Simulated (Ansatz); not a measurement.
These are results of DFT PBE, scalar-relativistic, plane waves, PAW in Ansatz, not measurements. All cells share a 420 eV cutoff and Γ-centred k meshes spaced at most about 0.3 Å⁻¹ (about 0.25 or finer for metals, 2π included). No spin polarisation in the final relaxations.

Temperature and zero-point effects are left out. All come from trial cells, and lower structures may exist.

**Question.** Order these relaxed structures of ScNb2O3 by energy, lowest first, with the energy over the lowest of them.
A.

```xyz
12
Lattice="4.9876 0.0000 0.0000 -2.4938 4.3194 0.0000 0.0000 0.0000 6.6046" Properties=species:S:1:pos:R:3 pbc="T T T"
Sc    0.0000    0.0000    1.6512
Sc    0.0000    0.0000    4.9535
Nb    0.0000    2.8796    3.3023
Nb    0.0000    2.8796    0.0000
Nb    2.4938    1.4398    0.0000
Nb    2.4938    1.4398    3.3023
O    -1.0195    1.7659    1.6512
O    -1.4742    2.5535    4.9535
O     2.0391    0.0000    1.6512
O     2.9485    0.0000    4.9535
O     1.4742    2.5535    1.6512
O     1.0195    1.7659    4.9535
```

B.

```xyz
6
Lattice="2.4097 -5.2697 0.0000 2.4097 5.2697 0.0000 0.0000 0.0000 3.3723" Properties=species:S:1:pos:R:3 pbc="T T T"
Sc    2.4097    0.0000    0.0000
Nb    2.4097    3.1646    0.0000
Nb    2.4097   -3.1646    0.0000
O     0.0000    0.0000    0.0000
O     1.2049   -2.6349    1.6861
O     1.2049    2.6349    1.6861
```

C.

```xyz
12
Lattice="3.1062 -2.5395 0.0000 3.1062 2.5395 0.0000 -0.7126 0.0000 10.1268" Properties=species:S:1:pos:R:3 pbc="T T T"
Sc    1.8366   -1.3914    0.0751
Sc    1.4803    1.3914    5.1385
Nb    3.4926   -1.1770    7.9893
Nb    3.8489    1.1770    2.9260
Nb    4.0578    1.2738    6.7928
Nb    4.4141   -1.2738    1.7294
O     2.1488    0.4124    7.0962
O     2.5051   -0.4124    2.0328
O     3.1249   -0.5910    9.8887
O     2.8581   -2.0757    6.1329
O     3.2144    2.0757    1.0695
O     3.4813    0.5910    4.8253
```

D.

```xyz
6
Lattice="2.9790 0.0000 0.0000 0.0000 2.9790 0.0000 0.0000 0.0000 9.0828" Properties=species:S:1:pos:R:3 pbc="T T T"
Sc    0.0000    0.0000    0.0000
Nb    0.0000    1.4895    5.9458
Nb    1.4895    0.0000    3.1371
O     0.0000    1.4895    3.7136
O     1.4895    0.0000    5.3692
O     1.4895    1.4895    0.0000
```

**Answer.** A (0 meV/atom), C (24 meV/atom), D (364 meV/atom), B (527 meV/atom). Forms: A P6_3/mcm; C Cc; D P-4m2; B Cmmm. Counting O atoms around Nb and Sc (those within 1.25 times the shortest such distance or 1.15 times the sum of covalent radii; a slash parts the counts of unlike sites): A has Sc 3, Nb 6; C has Sc 5, Nb 4/5; D has Sc 4, Nb 5; B has Sc 2, Nb 5.

In P-4m2, Cmmm an odd number of electrons in the primitive cell allows no gap without spin; a larger cell or a magnetic state could open one. A magnetic state wasn't ruled out in cells without spin, among them P-4m2. Cells relaxed within their symmetry can be saddle points. The P6_3/mcm cell of ScNb2O3 came from shaking the Cmmm one. Some types were kept out of the candidates beforehand, so the set may lack a known form.
